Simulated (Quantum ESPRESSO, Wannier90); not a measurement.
## Wannier functions of WO3 (P4/nmm)

```
CELL_PARAMETERS angstrom
      5.32500     0.00000     0.00000
      0.00000     5.32500     0.00000
      0.00000     0.00000     3.94449
ATOMIC_POSITIONS crystal
  W  0.50000 0.00000 0.93482
  W  0.00000 0.50000 0.06518
  O  0.50000 0.00000 0.48918
  O  0.00000 0.50000 0.51082
  O  0.25000 0.25000 0.00000
  O  0.25000 0.75000 0.00000
  O  0.75000 0.75000 0.00000
  O  0.75000 0.25000 0.00000
```

Structure: Materials Project mp-19443, symmetrised, not relaxed again. COD (Crystallography Open Database) has the formula in 6 space groups, this one among them (matched by group alone). Method: PBEsol plane waves in Quantum ESPRESSO 7.5 (PseudoDojo norm-conserving files, 68 Ry, no spin polarisation, no spin-orbit coupling), Bloch states on a 6×6×6 mesh through Γ, Wannier90 4.0.1. Density: 6×6×8 mesh, Gaussian smearing 0.01 Ry. Spin-orbit coupling is left out although heavy elements are present.

Valence charges of the files: W 14, O 6. 61 bands were computed.

Isolated groups of bands, relative to the valence-band maximum (bands from 33 on overlap up to the last one computed):

| bands | from (eV) | to (eV) | filling | weight on atomic waves |
|---|---|---|---|---|
| 1–2 | -74.74 | -74.74 | filled | W 5s 97 % |
| 3–8 | -39.10 | -38.94 | filled | W 5p 97 % |
| 9–14 | -18.36 | -16.32 | filled | O 2s 82 %, W 5d 10 %, W 6s 5 % |
| 15–32 | -7.17 | 0.00 | filled | O 2p 79 %, W 5d 17 % |

Wanted is a model with the orbitals W d, O p, without the filled groups that are mainly made of other shells (semicore states, and anion s where it isn't named); all higher bands stay in for disentanglement.

### Question
Give num_wann, exclude_bands and num_bands, and the number of electrons that the model holds.

### Answer
Electrons: 2×14 + 6×6 = 64, which fill 32 bands.
num_wann = 2×5 + 6×3 = 28.
exclude_bands = 1-14, 14 bands, so num_bands = 61 − 14 = 47.
The model holds 64 − 2×14 = 36 electrons. With the window frozen to 2.07 eV it follows pw.x to 0.4 meV rms (states up to 1.6 eV relative to the valence-band maximum).
